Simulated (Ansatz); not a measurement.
Values for one crystal, relaxed and computed with plane-wave PAW r²SCAN (Ansatz code); other levels are named.

| Quantity | Value |
|---|---|
| Volume per atom | 19.81 Å³ |
| Band gap | 0.33 eV (direct) |
| Electron effective mass | 0.092, 0.092, 0.11 mₑ (principal values) |
| Bulk modulus (Birch–Murnaghan fit) | 77.4 GPa |
| Formation energy from the elements (no fitted shifts) | -0.57 eV/atom |
| Hole effective mass, band 1 of 2 at the edge | 0.75 along x, 0.79 along z (mₑ) |
| HSE06 gap on the r²SCAN cell | 1.16 eV |

### Question
Pick the material that matches.
(A) TlIO3, R3m (Tl on 3a, I on 3a, O on 9b)
(B) AlN, rock salt
(C) BeS, rock salt
(D) ZnCu2SnS4, I-42m (Zn on 2a, Cu on 4d, Sn on 2b, S on 8i)

### Answer
D, ZnCu2SnS4, I-42m (Zn on 2a, Cu on 4d, Sn on 2b, S on 8i)

The first step of the workflow began from a Materials Project structure, measured or hypothetical; the Crystallography Open Database copy checked does not list it. It is not the phase usual at ambient conditions (space group No. 82). The r²SCAN relaxation kept the symmetry of its start; its stability against distortions is not shown here. No spin polarisation was allowed. The references are the lowest solids computed at this level, not always the standard phases. Scalar-relativistic: spin–orbit coupling is off unless named, which matters more the heavier the elements.

Potentials: the later of the program's two PAW sets.
